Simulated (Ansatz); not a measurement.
Relaxed La2O3 (A-La2O3 type, space group P-3m1):

```
CELL_PARAMETERS angstrom
      3.90611     0.00000     0.00000
     -1.95305     3.38279     0.00000
      0.00000     0.00000     6.04025
ATOMIC_POSITIONS crystal
  La 0.33333 0.66667 0.24537
  La 0.66667 0.33333 0.75463
  O  0.00000 0.00000 0.00000
  O  0.33333 0.66667 0.64601
  O  0.66667 0.33333 0.35399
```

In this cell atom 5 (O, nearest neighbour La at 2.349 Å; its periodic images, 3.9 Å or more away, move with it) is moved by s along Cartesian [110], unit vector (0.707, 0.707, 0.000); all other atoms and the cell stay fixed.

These are PBEsol (plane waves to 420 eV, PAW, scalar-relativistic; Ansatz, a quantum-chemistry and plane-wave program) values and carry that method's errors. k mesh 8×8×5 (Γ-centred), Fermi-Dirac smearing 0.05 eV. E stands for the smeared free energy. Stress and pressure are positive under compression. Left out: 2 of 11 points, with atoms too close for the PAW data. F⊥ is the part of the force across the line. La2O3 is run without spin polarisation. La2O3 was relaxed with its symmetry unable to fall. ΔE is measured from the undisplaced structure.

```
s (Å)   ΔE (meV/cell)     P (GPa)  |F⊥| (eV/Å)
------  -------------  ----------  -----------
-0.470            755        4.07        1.482
-0.376            494        2.75        0.932
-0.282            284        1.62        0.515
-0.188            130        0.76        0.226
-0.094             33  (withheld)   (withheld)
0.000               0        0.00        0.000
0.094              36  (withheld)   (withheld)
0.188             152        0.91        0.239
0.282             361        2.14        0.568
```

### Question
Complete the blanks.

### Answer

- -0.094, P (GPa): 0.20
- -0.094, |F⊥| (eV/Å): 0.056
- 0.094, P (GPa): 0.21
- 0.094, |F⊥| (eV/Å): 0.058

(For displaced atoms, the force is minus the slope of the energy, and its curvature is a force constant, which sets phonon frequencies.)
